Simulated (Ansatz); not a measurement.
**Bi2S3 — Bi-209 NMR of the central transition**

Cell: an entry of the Crystallography Open Database (COD), ions relaxed with PBE at fixed cell.

```cif
data_structure
_symmetry_space_group_name_H-M 'P 1'
_symmetry_Int_Tables_number 1
_cell_length_a 11.2690
_cell_length_b 3.9717
_cell_length_c 11.1290
_cell_angle_alpha 90.000
_cell_angle_beta 90.000
_cell_angle_gamma 90.000
_cell_volume 498.10
loop_
_atom_site_label
_atom_site_type_symbol
_atom_site_fract_x
_atom_site_fract_y
_atom_site_fract_z
_atom_site_occupancy
Bi1 Bi 0.01034 0.25000 0.67506 1
Bi2 Bi 0.48966 0.75000 0.17506 1
Bi3 Bi 0.51034 0.25000 0.82494 1
Bi4 Bi 0.98966 0.75000 0.32494 1
Bi5 Bi 0.33677 0.25000 0.46801 1
Bi6 Bi 0.16323 0.75000 0.96801 1
Bi7 Bi 0.83677 0.25000 0.03199 1
Bi8 Bi 0.66323 0.75000 0.53199 1
S9 S 0.05001 0.25000 0.12935 1
S10 S 0.44999 0.75000 0.62935 1
S11 S 0.55001 0.25000 0.37065 1
S12 S 0.94999 0.75000 0.87065 1
S13 S 0.37741 0.25000 0.05641 1
S14 S 0.12259 0.75000 0.55641 1
S15 S 0.87741 0.25000 0.44359 1
S16 S 0.62259 0.75000 0.94359 1
S17 S 0.21651 0.25000 0.80639 1
S18 S 0.28349 0.75000 0.30639 1
S19 S 0.71651 0.25000 0.69361 1
S20 S 0.78349 0.75000 0.19361 1
```

Atom numbers follow the list; atoms alike are taken as one site, whose name carries the number of the first.

Level of theory: DFT, PBE, plane waves and PAW, scalar-relativistic, 420 eV cutoff, Γ-centred 3×7×3 k-points, Fermi–Dirac smearing 0.02 eV (Ansatz 0.2.0).

Bi-209 has I = 9/2 and Q = -516.0 mb (Pyykkö 2018); at 35.2 T its Larmor frequency is ν₀ = 245.1 MHz (from the bare nuclear moment; shielding lowers the observed one by a per cent or two). Only the quadrupole interaction is simulated: positions count from each site's isotropic chemical shift, and shift anisotropy, dipolar and J coupling are left out.

Question: What does the Bi-209 spectrum (static powder) show for each site?

Answer: 

```tsv
site	first shell	C_Q (MHz)	η	P_Q (MHz)	δ_QIS (ppm)	breadth (kHz)
Bi1	7 S at 2.70–3.32 Å	-78.5	0.89	88.3	-180	330
Bi5	7 S at 2.64–3.28 Å	222	0.10	222	-1142	1578
```

δ_QIS = −(ν_Q²/30ν₀²)[I(I+1) − 3/4](1 + η²/3) × 10⁶ ppm with ν_Q = 3|C_Q|/[2I(2I−1)]; it falls as 1/B₀² in ppm, and the breadth as 1/B₀ in kHz.

Spin–orbit coupling is left out, which shifts gradients on Bi by a few per cent, and by more where contributions nearly cancel. Newer work puts Q(²⁰⁹Bi) near −420 mb, which would lower these couplings by about a fifth.
